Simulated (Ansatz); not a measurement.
TaAs (CsCl type, space group No. 221) at seven volumes, PBEsol (plane waves, PAW; program Ansatz), scaled uniformly. One row is withheld.

| V (Å³/atom) | P (GPa) |
|---|---|
| 14.617 | 22.63 |
| 15.099 | 13.84 |
| 15.581 | ? |
| 16.062 | 0.00 |
| 16.544 | -5.42 |
| 17.026 | -10.03 |
| 17.508 | -13.94 |

**Question.** Fit the shown pressures and predict the withheld one.

**Answer.** Third-order Birch–Murnaghan: P = (3/2)B₀(x^(7/2) − x^(5/2))[1 + (3/4)(B′ − 4)(x − 1)] with x = (V₀/V)^(2/3). Least squares on the six rows gives V₀ = 16.062 Å³/atom, B₀ = 195.3 GPa, B′ = 4.37. At V = 15.581, x = 1.0205 and P = 6.35 GPa. The run itself gave 6.37 GPa.

Space group Pm-3m (CsCl type). A made-up cell: these elements were put on the sites of a structure type; neither database checked (COD, Materials Project) lists it. It is not the phase usual at ambient conditions (space group No. 109). Symmetry was held in the PBEsol relaxation; whether a distortion lowers the energy is not shown. The run is not spin-polarised. Spin–orbit coupling is left out wherever it is not named.

Potentials: the earlier of the program's two PAW sets. The files were generated under PBE; for other functionals the program regenerates the frozen cores, and for LDA and PBEsol the local potential too.
